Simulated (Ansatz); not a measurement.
Stackings of close-packed layers of HfB (capitals for Hf, lower case for the other element), each relaxed to a stress under 0.05 GPa; energies count from the stacking AcBaCb (R-3m).

Method: DFT PBE, scalar-relativistic, plane waves, PAW in Ansatz.

Plane waves to 420 eV, a k mesh through Γ of 12×12×2 on the computed 12-atom cell and Gaussian smearing (0.10 eV); no spin polarisation.

Start (AcBaCbAbCaBc):

```yaml
crystal:
  lattice:
    - [3.42231, 0.00000, 0.00000]
    - [-1.71115, 2.96380, 0.00000]
    - [0.00000, 0.00000, 16.70301]
  atoms:
    - { symbol: Hf, position: [0.00000, 0.00000, 0.00000] }
    - { symbol: B, position: [0.66667, 0.33333, 0.08333] }
    - { symbol: Hf, position: [0.33333, 0.66667, 0.16667] }
    - { symbol: B, position: [0.00000, 0.00000, 0.25000] }
    - { symbol: Hf, position: [0.66667, 0.33333, 0.33333] }
    - { symbol: B, position: [0.33333, 0.66667, 0.41667] }
    - { symbol: Hf, position: [0.00000, 0.00000, 0.50000] }
    - { symbol: B, position: [0.33333, 0.66667, 0.58333] }
    - { symbol: Hf, position: [0.66667, 0.33333, 0.66667] }
    - { symbol: B, position: [0.00000, 0.00000, 0.75000] }
    - { symbol: Hf, position: [0.33333, 0.66667, 0.83333] }
    - { symbol: B, position: [0.66667, 0.33333, 0.91667] }
```

What does the relaxation give?

The free energy falls by 24 meV/atom.

* excess energy (meV/atom): -37.9
* excess energy on a denser mesh (meV/atom): -37.0
* spacing of like layers (Å): 2.662
* a (Å): 3.501
* gap on the mesh (eV): 0
* denser mesh: 21×21×4

Relaxed structure:
```xyz
12
Lattice="3.5015 0.0000 0.0000 -1.7507 3.0324 0.0000 0.0000 0.0000 15.9746" Properties=species:S:1:pos:R:3 pbc="T T T"
Hf    0.0000    0.0000    0.0000
B     1.7507    1.0108    1.2177
Hf    0.0000    2.0216    2.6108
B     0.0000    0.0000    3.9936
Hf    1.7507    1.0108    5.3765
B     0.0000    2.0216    6.7696
Hf    0.0000    0.0000    7.9873
B     0.0000    2.0216    9.2050
Hf    1.7507    1.0108   10.5981
B     0.0000    0.0000   11.9809
Hf    0.0000    2.0216   13.3638
B     1.7507    1.0108   14.7569
```

Spin-orbit coupling is left out, which matters for the bands of heavy elements.

Small energy differences in metals hang on the k mesh (about 10 mJ/m² or 1 to 2 meV/atom on the mesh of the relaxation).

Time: 6.6 min on 1 thread of Arm Neoverse V1, with other jobs on the host, peak memory 0.76 GiB.